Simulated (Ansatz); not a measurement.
**HgH8 (Cm) at 2 levels of theory**

One geometry, relaxed with PBE; plane waves with PAW potentials in Ansatz, scalar-relativistic. No spin polarisation. Gaps are the least over mesh and band path; pressure is positive in compression.

```xyz
9
Lattice="5.8708 -3.9423 0.0000 5.8708 3.9423 0.0000 -1.5096 0.0000 4.5404" Properties=species:S:1:pos:R:3 pbc="T T T"
Hg    6.8864    0.0000    1.5929
H     3.7432   -1.6023    3.6247
H     3.3256   -1.9305    3.0933
H     3.3256    1.9305    3.0933
H     3.7432    1.6023    3.6247
H     1.2219    0.0000    4.4412
H    11.0395    0.0000    1.0764
H     2.0573    0.0000    0.2312
H    -0.4951    0.0000    1.7982
```

```tsv
level	cutoff (eV)	k mesh	gap (eV)	pressure (GPa)
PBE	420	4×4×6	4.55	0.0
```

What comes out on the same cell with r2SCAN?

```json
{"level": "r2SCAN", "cutoff (eV)": "500", "k mesh": "4×4×6", "gap (eV)": "4.92", "pressure (GPa)": "-0.3"}
```

Spin-orbit coupling matters for the bands of heavy elements and is left out. The cell holds layers, chains or molecules and no dispersion correction was added, so their binding is poorly described.

The cell was found from a structure generator's guess, not taken from experiment.
